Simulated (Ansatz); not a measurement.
W3N (A15 (Cr3Si type), space group No. 223) at seven volumes, DFT-PBE in the program Ansatz with PAW potentials, scaled uniformly. One row is withheld.

| V (Å³/atom) | P (GPa) |
|---|---|
| 12.880 | 28.14 |
| 13.305 | 17.25 |
| 13.729 | 7.93 |
| 14.154 | 0.00 |
| 14.579 | -6.76 |
| 15.003 | -12.56 |
| 15.428 | ? |

Q: Fit the shown pressures and predict the withheld one.

A: P = (3/2)B₀(x^(7/2) − x^(5/2))[1 + (3/4)(B′ − 4)(x − 1)] with x = (V₀/V)^(2/3). Least squares on the six rows gives V₀ = 14.154 Å³/atom, B₀ = 244 GPa, B′ = 4.25. At V = 15.428, x = 0.9442 and P = -17.52 GPa. The run itself gave -17.53 GPa.

Space group Pm-3n (A15 (Cr3Si type)). The start of the workflow was typed in or built on a structure type; neither database checked (COD, Materials Project) lists it. Its standing as an ambient phase is unchecked. Symmetry was held in the PBE relaxation; whether a distortion lowers the energy is not shown. The workflow began spin-polarised and lost its moments. Its formation energy is positive at this level, so the cell may be metastable or incomplete. Scalar-relativistic: spin–orbit coupling is off unless named, which matters more the heavier the elements.

Potentials: the earlier of the program's two PAW sets.
